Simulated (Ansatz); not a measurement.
GeSe:
Space group Pnma (No. 62); a = 10.6283 Å, b = 3.8319 Å, c = 4.2020 Å, α = β = γ = 90.00°

```
atom  site  symmetry       x       y       z
----  ----  --------  ------  ------  ------
Ge      4c       .m.  0.1194  0.2500  0.1056
Se      4c       .m.  0.3563  0.2500  0.0080
```

Relaxed with LDA.

Question: Decompose the optical modes at the zone centre into irreducible representations, and say which are infrared and Raman allowed.

Answer: Point group mmm: Γ_opt = 4Ag + 2Au + 2B1g + 3B1u + 4B2g + B2u + 2B3g + 3B3u. Infrared: B1u, B2u, B3u. Raman: Ag, B1g, B2g, B3g.

Question: Assign frequencies (DFPT, LDA (plane waves, PAW; program Ansatz); without the LO–TO term).

Answer: B3g 34, Ag 41, Au 69, Ag 70, B1g 70, B2g 73, B3u 77, B1u 81, B2g 97, B2u 139, B3g 143, Au 158, B1g 164, B3u 164, B1u 173, Ag 176, B1u 179, Ag 184, B2g 190, B3u 192, B2g 214 cm⁻¹.

Subscripts of B labels follow the axes of the standard setting.

The LDA relaxation kept the symmetry of its start. A crystal of weakly bound layers computed without a dispersion correction: the cell and the soft elastic constants depend strongly on that.

Potentials: the earlier of the program's two PAW sets. The files were generated under PBE; for other functionals the program regenerates the frozen cores, and for LDA and PBEsol the local potential too.
